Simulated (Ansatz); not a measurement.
AlAu (CsCl type, Pm-3m) at seven volumes, PBEsol (plane waves, PAW; program Ansatz), scaled uniformly. One row is withheld.

```tsv
V (Å³/atom)	P (GPa)
14.604	15.32
15.085	9.11
15.567	4.09
16.048	0.00
16.530	?
17.011	-6.30
17.492	-8.64
```

Fit the shown pressures and predict the withheld one.

P = (3/2)B₀(x^(7/2) − x^(5/2))[1 + (3/4)(B′ − 4)(x − 1)] with x = (V₀/V)^(2/3). Least squares on the six rows gives V₀ = 16.041 Å³/atom, B₀ = 126 GPa, B′ = 5.45. At V = 16.530, x = 0.9802 and P = -3.49 GPa. The run itself gave -3.44 GPa.

The workflow started from a Materials Project entry (that database holds measured and hypothetical structures alike); the Crystallography Open Database copy checked does not list it. With Al and Au taken as one species the cell has the higher symmetry Im-3m, so it may be an ordered model of a mixed-site phase. Its standing as an ambient phase is unchecked. The cell was relaxed with PBEsol under the symmetry of its start. At this level the phase is mechanically unstable. Scalar-relativistic: spin–orbit coupling is off unless named, which matters more the heavier the elements.

Potentials: the later of the program's two PAW sets.
